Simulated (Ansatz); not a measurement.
KNi$_{2}$: computed properties

All numbers below come from DFT PBE, scalar-relativistic, plane waves, PAW in Ansatz 0.2.0.

Settings: cutoff 420 eV, Γ-centred mesh 12×12×10 on the computed 3-atom cell, Gaussian smearing of 0.10 eV; collinear spin from starting moments 0.0 0.7 0.7 μB.

The structure is relaxed at this level of theory with its symmetry kept, and needn't be the ground state of this composition.

```yaml
crystal:
  lattice:
    - [3.87551, 0.00000, 0.00000]
    - [-1.93776, 3.35629, 0.00000]
    - [0.00000, 0.00000, 5.25708]
  atoms:
    - { symbol: K, position: [0.00000, 0.00000, 0.00000] }
    - { symbol: Ni, position: [0.33333, 0.66667, 0.50000] }
    - { symbol: Ni, position: [0.66667, 0.33333, 0.50000] }
```

```json
{"Space group": "P6/mmm (No. 191)", "Volume per atom": "22.79 Å³", "Formation energy from the elements' standard states (uncorrected)": "+0.617 eV/atom", "Kohn–Sham band gap": "none (metal)", "Density of states at the Fermi level": "4.5 states/eV per cell", "Orbital (Löwdin) character within 0.5 eV of the Fermi level": "Ni 3d 84 %, Ni 4s 9 %", "Bader charge by site (e)": "K (1 in the cell) 0.70, Ni (2 in the cell) -0.35", "Total moment": "1.07 μB per cell", "Moment by site (μB)": "Ni2 0.63, Ni3 0.63"}
```

Only this magnetic start was tried.

The cell was found from a structure generator's guess, not taken from experiment. Löwdin shares on free-atom orbitals overweight diffuse shells.
